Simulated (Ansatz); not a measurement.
SnO₂:
```yaml
crystal:
  lattice:
    - [4.76854, 0.00000, 0.00000]
    - [0.00000, 4.76854, 0.00000]
    - [0.00000, 0.00000, 3.21139]
  atoms:
    - { symbol: Sn, position: [0.00000, 0.00000, 0.00000] }
    - { symbol: Sn, position: [0.50000, 0.50000, 0.50000] }
    - { symbol: O, position: [0.80630, 0.80630, 0.50000] }
    - { symbol: O, position: [0.19370, 0.19370, 0.50000] }
    - { symbol: O, position: [0.30630, 0.69370, 0.00000] }
    - { symbol: O, position: [0.69370, 0.30630, 0.00000] }
```

Cartesian axes are those of the cell as given.

Task: Give the high-frequency dielectric tensor and the Born effective charge tensors of the independent atoms from DFPT, plane-wave PAW PBEsol (Ansatz code).

Result: 
ε∞:
```
4.60  0.00  0.00
0.00  4.60  0.00
0.00  0.00  4.91
```
Z* of atom 1 (Sn), rows: field, columns: displacement, in e:
```
 4.13  -0.49   0.00
-0.49   4.13   0.00
 0.00   0.00   4.54
```
Z* of atom 3 (O), rows: field, columns: displacement, in e:
```
-2.07  -0.76   0.00
-0.76  -2.07   0.00
 0.00   0.00  -2.27
```

Space group P4_2/mnm (rutile). Symmetry was held in the PBEsol relaxation. Spin–orbit coupling is left out wherever it is not named.

Potentials: the earlier of the program's two PAW sets. The files were generated under PBE; for other functionals the program regenerates the frozen cores, and for LDA and PBEsol the local potential too.
